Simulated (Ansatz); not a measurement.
Given:

SrO (rock salt)

```xyz
4
Lattice="0.0000 5.1950 5.1950 2.5975 0.0000 2.5975 2.5975 2.5975 0.0000" Properties=species:S:1:pos:R:3 pbc="T T T"
O      0.0000     0.0000     0.0000
O      2.5975     5.1950     2.5975
Sr     2.5975     2.5975     2.5975
Sr     2.5975     5.1950     5.1950
```

A phonon eigenvector at L = (0.5, 0.0, 0.0) is frozen into this cell: atom i moves by Q times the vector below, so Q is the largest atomic displacement, in Å. The cell is held. (q is in reciprocal vectors of the primitive cell; the cell shown is doubled to hold the pattern.)

| atom | x | y | z |
|---|---|---|---|
| Sr3 | -0.577 | 0.577 | 0.577 |
| Sr4 | 0.577 | -0.577 | -0.577 |

Atoms not listed stay in place.

Level of theory: PBE (plane waves to 420 eV, PAW, scalar-relativistic; Ansatz, a first-principles code). k mesh 11×11×11 (Γ-centred), Fermi-Dirac smearing 0.05 eV. Energies are smeared free energies. SrO was relaxed with its symmetry unable to fall. The zero of ΔE is the undisplaced structure.

The scan covers Q from -0.280 to 0.280 Å in 13 points.

**Question.** Which space group does the distorted structure have?

**Answer.** R-3m (No. 166), lowered from Fm-3m.

**Question.** Is this a single well or a double well?

**Answer.** A single well with its minimum at or next to zero displacement.

**Question.** What is the energy change at Q = 0.280 Å?

**Answer.** 1228 meV/cell.

**Question.** What harmonic wavenumber does the curvature at Q = 0 give?

**Answer.** 223 cm⁻¹.

(For displaced atoms, the force is minus the slope of the energy, and its curvature is a force constant, which sets phonon frequencies.)
